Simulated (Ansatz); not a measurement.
# SrAl$_{2}$H$_{2}$: pressure against volume

SrAl$_{2}$H$_{2}$, P-3m1, a = 4.504 Å, c = 4.550 Å. The structure is a COD entry; whether it is the stable form wasn't checked. Ansatz: PBEsol, PAW, 420 eV, Γ-centred 12×12×8 mesh on 5 atoms, Gaussian smearing 0.10 eV; no spin polarisation. Shape and atoms are relaxed at each volume; pressure is positive in compression.

```
V (Å³/atom) P (GPa)
     15.028     2.46
     15.507     1.18
     15.987    -0.02
     16.467        ?
     16.946    -2.15
```

Task: Take V0 = 15.987 Å³/atom, count pressures from its P0 = -0.02 GPa, fit the third-order Birch–Murnaghan form to the other rows, and predict the missing pressure.

Result: With the Eulerian strain f = ½[(V0/V)^(2/3) − 1] and y = (P − P0)/[3f(1 + 2f)^(5/2)], the form is the line y = B0 + 1.5 B0 (B0′ − 4) f. Rows (f, y): 0.02105, 35.4; 0.01027, 37.0; -0.01905, 41.1. Means f = 0.004090, y = 37.833; Σ(Δf)² = 0.0008613, ΣΔfΔy = -0.1220; the slope is their ratio. y = 38.41 − 141.7 f GPa, so B0 = 38.4 GPa and B0′ = 4 + 2 × (-141.7)/(3 × 38.41) = 1.54. At V = 16.467, f = -0.00976, y = 39.79 and P = -1.13 GPa. The run gave -1.15 GPa, so the fit is 0.02 GPa too high, a small miss on the scale of the series. A B0′ outside 2 to 8 is unusual except in layered or molecular crystals, and here it hangs on few rows.

Cost: 5 runs of about 1.9 core-minutes in all, on Intel Xeon 6975P-C (Granite Rapids) (shared hosts).